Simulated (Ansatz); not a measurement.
## Relaxing a structure of B

The relaxed structure here is a generated cell of B: the first start was made by placing the elements on the sites of a structure type, and the end was not matched to a known phase here, so it may be hypothetical.

The start is a generated trial cell of B in the trigonal-Te structure type. The structure is fully relaxed (lattice and positions, P = 0) with r2SCAN (plane waves to 500 eV, PAW, scalar-relativistic; Ansatz, a quantum-chemistry and plane-wave program). The first steps use a coarse 10×10×7 k-mesh.

Starting cell:
```
CELL_PARAMETERS angstrom
      2.64105     0.00000     0.00000
     -1.32053     2.28722     0.00000
      0.00000     0.00000     3.50935
ATOMIC_POSITIONS crystal
  B  0.26360 0.00000 0.33333
  B  0.00000 0.26360 0.66667
  B  0.73640 0.73640 0.00000
```

### Question
How large is the pressure on the unrelaxed cell, and of which sign?

### Answer
+3 GPa (positive: the cell is compressed).

### Question
Which atoms feel the largest initial force, and how large is it?

### Answer
About 0.9 eV/Å, on B1, B2, B3 (atoms numbered as listed).

### Question
Does the structure survive the relaxation? Give the final space group.

### Answer
The space group goes from P3₁21 (No. 152) to R-3m (No. 166), with 1 atom in the primitive cell.

### Question
How much energy is released per atom?

### Answer
0.14 eV/atom.

### Question
How do the shortest distances between atoms change?

### Answer
The closest pairs of elements (up to four, under 3.6 Å), start → end: B–B 1.68 → 1.89 Å.

### Question
Is the relaxed structure metallic? Give its gap.

### Answer
No gap (metallic).

### Question
Give the final cell and atomic positions.

### Answer

Space group R-3m, hexagonal axes (No. 166); a = b = 2.388 Å, c = 3.878 Å, α = β = 90.00°, γ = 120.00°

```
atom  site  symmetry       x       y       z
----  ----  --------  ------  ------  ------
B       3b       -3m  0.0000  0.0000  0.5000
```
(The calculation used a cell of 1 atom; values per cell refer to that cell.)

Final values are on a 25×25×25 k-mesh of the relaxed cell. No spin polarisation in the result. The relaxed primitive cell holds an odd number of electrons. A magnetic state may lie lower.

The run could not lose the symmetry of its start, so the end can be a saddle point.
